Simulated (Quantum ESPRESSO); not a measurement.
Mg3Al3PdW, input and log of a self-consistent run

A calculation, not a measurement. The program is pw.x of Quantum ESPRESSO 7.5 (plane-wave density functional theory). The cell is made up: eight metal atoms on a face-centred cubic lattice, with elements, volume, strain and displacements drawn at random and not relaxed, so it may be unstable or far from any real phase. PseudoDojo standard norm-conserving files set the functional (PBE unless stated); there is no spin polarisation or spin-orbit coupling, the Fermi-Dirac width of 0.25 eV means electrons at about 2900 K, and the masses in the input are unused placeholders. Heavy elements are run without spin-orbit coupling, which real alloys of them have. A spin test at this wide smearing found no moment, but such smearing suppresses magnetism that the real alloy may have.

Input:

```
&control calculation='scf', pseudo_dir='./dojo.nc.sr.pbe.v0_5.standard.upf', outdir='./o', disk_io='minimal', tprnfor=.true., tstress=.true. /
&system ibrav=0, nat=8, ntyp=4, nbnd=46, ecutwfc=84.00895049, nosym=.true., tot_charge=0,
 occupations='smearing', smearing='fd', degauss=0.0183746611
/
&electrons conv_thr=1.470e-08, electron_maxstep=70, mixing_beta=0.5 /
ATOMIC_SPECIES
Al 1.0 Al.upf
Mg 1.0 Mg.upf
Pd 1.0 Pd.upf
W 1.0 W.upf
CELL_PARAMETERS angstrom
0.0068 -2.1101 -2.1688
-6.3739 -2.1139 0.0243
-2.1118 4.262 -6.5413
ATOMIC_POSITIONS angstrom
Mg -0.0003 -0.0989 0.0028
Al -2.1341 2.0983 -4.3391
Al -2.0585 0.1171 -2.2444
Mg -4.1861 2.0402 -6.5138
Pd -4.2666 -0.0005 -4.3329
Al -4.2489 -2.1852 -2.1121
W -6.4044 0.1589 -6.4336
Mg -6.4081 -2.139 -4.2927
K_POINTS automatic
8 4 3 1 1 1
```

The log is shortened where brackets say so; the opening notice, blank lines, dates and the lines on written files are dropped, and the path of the files is cut. It prints rydbergs, bohrs and kilobars, and counts compression as positive stress. Its total energy is the free energy E - TS of the whole cell.

```
     Program PWSCF v.7.5
     Parallel version (MPI & OpenMP), running on       4 processor cores
     Number of MPI processes:                 4
     Threads/MPI process:                     1
     [start-up lines left out]
     bravais-lattice index     =            0
     lattice parameter (alat)  =       5.7182  a.u.
     unit-cell volume          =    1057.9886 (a.u.)^3
     number of atoms/cell      =            8
     number of atomic types    =            4
     number of electrons       =        71.00
     number of Kohn-Sham states=           46
     kinetic-energy cutoff     =      84.0090  Ry
     charge density cutoff     =     336.0358  Ry
     scf convergence threshold =      1.5E-08
     mixing beta               =       0.5000
     number of iterations used =            8  plain     mixing
     Exchange-correlation= PBE
                           (   1   4   3   4   0   0   0)
     [axes and pseudopotential details left out]
   Cartesian axes
     site n.     atom                  positions (alat units)
         1        Mg     tau(   1) = (  -0.0000991  -0.0326841   0.0009253  )
         2        Al     tau(   2) = (  -0.7052704   0.6934393  -1.4339716  )
         3        Al     tau(   3) = (  -0.6802864   0.0386988  -0.7417220  )
         4        Mg     tau(   4) = (  -1.3834087   0.6742387  -2.1526594  )
         5        Pd     tau(   5) = (  -1.4100121  -0.0001652  -1.4319227  )
         6        Al     tau(   6) = (  -1.4041626  -0.7221578  -0.6979999  )
         7        W      tau(   7) = (  -2.1165053   0.0525128  -2.1261552  )
         8        Mg     tau(   8) = (  -2.1177280  -0.7068898  -1.4186375  )
     number of k points=    48  Fermi-Dirac smearing, width (Ry)=  0.0184
                       cart. coord. in units 2pi/alat
        k(    1) = (  -0.0539586  -0.0170465  -0.0707847), wk =   0.0416667
        k(    2) = (   0.0056923  -0.1949166   0.1024583), wk =   0.0416667
     [further k points left out]
     Dense  grid:   110061 G-vectors     FFT dimensions: (  36,  75,  90)
     Estimated max dynamical RAM per process >     278.15 MB
     Estimated total dynamical RAM >       1.01 GB
     Initial potential from superposition of free atoms
     starting charge      70.9896, renormalised to      71.0000
     Starting wfcs are   46 randomized atomic wfcs
     total cpu time spent up to now is        3.2 secs
     per-process dynamical memory:   204.4 Mb
     Self-consistent Calculation
     iteration #  1     ecut=    84.01 Ry     beta= 0.50
     Davidson diagonalization with overlap
     ethr =  1.00E-02,  avg # of iterations =  5.8
     total cpu time spent up to now is       11.7 secs
     total energy              =    -785.66009393 Ry
     estimated scf accuracy    <      10.76741104 Ry
     iteration #  2     ecut=    84.01 Ry     beta= 0.50
     Davidson diagonalization with overlap
     ethr =  1.00E-02,  avg # of iterations =  3.2
     total cpu time spent up to now is       19.8 secs
     total energy              =    -788.95210727 Ry
     estimated scf accuracy    <      58.46210922 Ry
     iteration #  3     ecut=    84.01 Ry     beta= 0.50
     Davidson diagonalization with overlap
     ethr =  1.00E-02,  avg # of iterations =  4.8
     total cpu time spent up to now is       27.7 secs
     total energy              =    -792.99541042 Ry
     estimated scf accuracy    <       5.29420735 Ry
     iteration #  4     ecut=    84.01 Ry     beta= 0.50
     Davidson diagonalization with overlap
     ethr =  7.46E-03,  avg # of iterations =  1.5
     total cpu time spent up to now is       33.6 secs
     total energy              =    -793.10190152 Ry
     estimated scf accuracy    <       3.72129905 Ry
     iteration #  5     ecut=    84.01 Ry     beta= 0.50
     Davidson diagonalization with overlap
     ethr =  5.24E-03,  avg # of iterations =  1.2
     total cpu time spent up to now is       39.2 secs
     total energy              =    -792.96593369 Ry
     estimated scf accuracy    <       1.69601697 Ry
     [iterations 6 to 12 left out]
     iteration # 13     ecut=    84.01 Ry     beta= 0.50
     Davidson diagonalization with overlap
     ethr =  2.59E-07,  avg # of iterations =  2.0
     total cpu time spent up to now is       92.2 secs
     total energy              =    -792.90626980 Ry
     estimated scf accuracy    <       0.00002910 Ry
     iteration # 14     ecut=    84.01 Ry     beta= 0.50
     Davidson diagonalization with overlap
     ethr =  4.10E-08,  avg # of iterations =  1.0
     total cpu time spent up to now is       97.8 secs
     total energy              =    -792.90627336 Ry
     estimated scf accuracy    <       0.00000107 Ry
     iteration # 15     ecut=    84.01 Ry     beta= 0.50
     Davidson diagonalization with overlap
     ethr =  1.50E-09,  avg # of iterations =  3.0
     total cpu time spent up to now is      104.7 secs
     total energy              =    -792.90627350 Ry
     estimated scf accuracy    <       0.00000049 Ry
     iteration # 16     ecut=    84.01 Ry     beta= 0.50
     Davidson diagonalization with overlap
     ethr =  6.94E-10,  avg # of iterations =  1.6
     total cpu time spent up to now is      110.6 secs
     total energy              =    -792.90627353 Ry
     estimated scf accuracy    <       0.00000005 Ry
     iteration # 17     ecut=    84.01 Ry     beta= 0.50
     Davidson diagonalization with overlap
     ethr =  7.21E-11,  avg # of iterations =  2.2
     total cpu time spent up to now is      117.0 secs
     End of self-consistent calculation
     [lines on levels left out]
!    total energy              =    -792.90627353 Ry
     estimated scf accuracy    <          7.7E-09 Ry
     smearing contrib. (-TS)   =      -0.07222781 Ry
     internal energy E=F+TS    =    -792.83404572 Ry
     The total energy is F=E-TS. E is the sum of the following terms:
     one-electron contribution =    -556.66604656 Ry
     hartree contribution      =     284.74232148 Ry
     xc contribution           =    -129.03547144 Ry
     ewald contribution        =    -391.87484920 Ry
     convergence has been achieved in  17 iterations
     Forces acting on atoms (cartesian axes, Ry/au):
     atom    1 type  2   force =     0.00824889    0.01568296    0.00241517
     atom    2 type  1   force =     0.01611524    0.00192371   -0.00166610
     atom    3 type  1   force =    -0.04636646   -0.00879761    0.00381253
     atom    4 type  2   force =    -0.02731454   -0.00109451    0.01463374
     atom    5 type  3   force =     0.00866157    0.00615236   -0.00373064
     atom    6 type  1   force =     0.01304319   -0.00396707    0.00500217
     atom    7 type  4   force =    -0.00377184   -0.03513866    0.00230110
     atom    8 type  2   force =     0.03138395    0.02523883   -0.02276797
     Total force =     0.086726     Total SCF correction =     0.000306
     Computing stress (Cartesian axis) and pressure
          total   stress  (Ry/bohr**3)                   (kbar)     P=      -84.67
  -0.00049902  -0.00005580   0.00006366          -73.41       -8.21        9.36
  -0.00005580  -0.00053974   0.00007316           -8.21      -79.40       10.76
   0.00006366   0.00007316  -0.00068800            9.36       10.76     -101.21
     init_run     :      3.04s CPU      3.18s WALL (       1 calls)
     electrons    :    113.09s CPU    113.79s WALL (       1 calls)
     forces       :      1.17s CPU      1.18s WALL (       1 calls)
     stress       :      4.08s CPU      4.08s WALL (       1 calls)
     [timing details left out]
     PWSCF        :   2m 1.46s CPU   2m 2.34s WALL
     JOB DONE.
```

In other units: free energy -10788.039 eV for the cell, pressure -8.47 GPa, largest force component 1.192 eV/Å in size. The run took 124 s of wall time with four MPI processes on a shared machine (Intel Xeon, 2023 or later, virtual cores), so the time is rough. A rerun of this cell at a higher cutoff and on a denser mesh moved values by no more than 0.011 eV in energy, 0.09 GPa in stress and 0.015 eV/Å in force, and a second program with other atomic files agreed on that cell to 2 % rms in force and 0.5 GPa in pressure.